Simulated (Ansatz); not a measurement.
SiC$_{3}$:
```xyz
4
Lattice="2.7967 0.0000 0.0000 0.0000 2.7967 0.0000 0.0000 0.0000 4.0909" Properties=species:S:1:pos:R:3 pbc="T T T"
C      0.0000     0.0000     0.0000
C      0.0000     1.3983     3.2165
Si     1.3983     1.3983     2.0454
C      1.3983     0.0000     0.8743
```

Relaxed with r²SCAN. Special points in fractions of this cell's reciprocal vectors: Γ (0.000, 0.000, 0.000); X (0.000, 0.500, 0.000); M (0.500, 0.500, 0.000); Z (0.000, 0.000, 0.500); R (0.000, 0.500, 0.500); A (0.500, 0.500, 0.500).

### Question
List the band energies nearest the valence-band maximum at these points for r²SCAN in the plane-wave PAW code Ansatz.

### Answer
In eV from the valence-band maximum; about four levels below and three above (degenerate sets whole), none deeper than 8.9 eV; points with the same levels are listed once.

| k | below | above |
|---|---|---|
| Γ | -5.68 -5.68 -0.67 0.00 0.00 | 2.15 3.10 5.45 |
| X | -6.72 -6.46 -4.13 -0.93 | 5.04 6.31 6.61 |
| M | -6.37 -5.56 -5.56 -4.12 | 1.95 1.95 2.22 |
| Z | -5.19 -5.19 -4.21 -1.53 -1.53 | 2.94 3.26 6.51 |
| R | -4.01 -2.81 -2.39 -0.82 | 3.22 6.01 6.59 |
| A | -7.43 -6.96 -6.96 -6.60 | 5.96 5.96 6.58 |

Space group P-4m2. The start of the workflow was typed in or built on a structure type; neither database checked (COD, Materials Project) lists it. Its standing as an ambient phase is unchecked. The cell was relaxed with r²SCAN under the symmetry of its start; whether a distortion lowers the energy is not shown. Its formation energy is positive at this level, so the cell may be metastable or incomplete.

Potentials: the earlier of the program's two PAW sets.
